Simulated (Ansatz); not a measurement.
Ge (space group P4_32_12)

```yaml
crystal:
  lattice:
    - [5.87865, 0.00000, 0.00000]
    - [0.00000, 5.87865, 0.00000]
    - [0.00000, 0.00000, 6.89847]
  atoms:
    - { symbol: Ge, position: [0.08823, 0.08823, 0.00000] }
    - { symbol: Ge, position: [0.41177, 0.58823, 0.75000] }
    - { symbol: Ge, position: [0.91177, 0.91177, 0.50000] }
    - { symbol: Ge, position: [0.58823, 0.41177, 0.25000] }
    - { symbol: Ge, position: [0.17202, 0.36996, 0.25632] }
    - { symbol: Ge, position: [0.13004, 0.67202, 0.00632] }
    - { symbol: Ge, position: [0.82798, 0.63004, 0.75632] }
    - { symbol: Ge, position: [0.86996, 0.32798, 0.50632] }
    - { symbol: Ge, position: [0.67202, 0.13004, 0.99368] }
    - { symbol: Ge, position: [0.63004, 0.82798, 0.24368] }
    - { symbol: Ge, position: [0.32798, 0.86996, 0.49368] }
    - { symbol: Ge, position: [0.36996, 0.17202, 0.74368] }
```

The atoms are displaced by Q × the pattern below (from a DFPT mode at Γ, largest move 1; Q in Å), at fixed cell. It is one choice among 2 degenerate patterns.

| atom | x | y | z |
|---|---|---|---|
| Ge1 | -0.626 | 0.626 | 0.464 |
| Ge2 | -0.626 | -0.626 | 0.464 |
| Ge3 | 0.626 | -0.626 | 0.464 |
| Ge4 | 0.626 | 0.626 | 0.464 |
| Ge5 | -0.584 | -0.162 | -0.232 |
| Ge6 | 0.162 | -0.584 | -0.232 |
| Ge7 | 0.584 | 0.162 | -0.232 |
| Ge8 | -0.162 | 0.584 | -0.232 |
| Ge9 | 0.584 | -0.162 | -0.232 |
| Ge10 | -0.162 | -0.584 | -0.232 |
| Ge11 | -0.584 | 0.162 | -0.232 |
| Ge12 | 0.162 | 0.584 | -0.232 |

The numbers are results of LDA (plane waves to 420 eV, PAW, scalar-relativistic; Ansatz, a first-principles code), not measurements. k mesh 5×5×4 (Γ-centred), Fermi-Dirac smearing 0.05 eV. E stands for the smeared free energy. As the smearing reaches across the gap at some points, energies and forces of such displacements shift with the k mesh and the smearing. Ge was relaxed with its symmetry unable to fall. This is one of several known forms of Ge; the measured ambient cells at hand have space group No. 227. The zero of ΔE is the undisplaced structure. The last digit holds for this mesh only.

```csv
Q (Å),ΔE (meV/cell)
-0.2800,withheld
-0.2333,3939.6
-0.1867,2500.1
-0.1400,1396.9
-0.0933,617.9
-0.0467,154.1
0.0000,0.0
0.0467,154.1
0.0933,617.9
0.1400,1396.9
0.1867,2500.1
0.2333,3939.6
0.2800,withheld
```

**Question.** Fit an even polynomial form (powers 2, 4, 6) to the given rows and predict ΔE at Q = 0.2800.

**Answer.** Least squares on the 11 given rows: ΔE = (70750)·Q² + (24310)·Q⁴ + (102700)·Q⁶, in meV/cell with Q in Å; root-mean-square residual 0.17 meV/cell. At 0.2800 the fit gives 5745.7 meV/cell; the calculation gives 5733.8 meV/cell, so the extrapolation is off by 11.9 (+0.2 %). The quadratic term alone would give 5546.8 meV/cell.

(A displaced cell: forces are minus the slopes of the energy, force constants its curvatures, and phonons follow from these.)
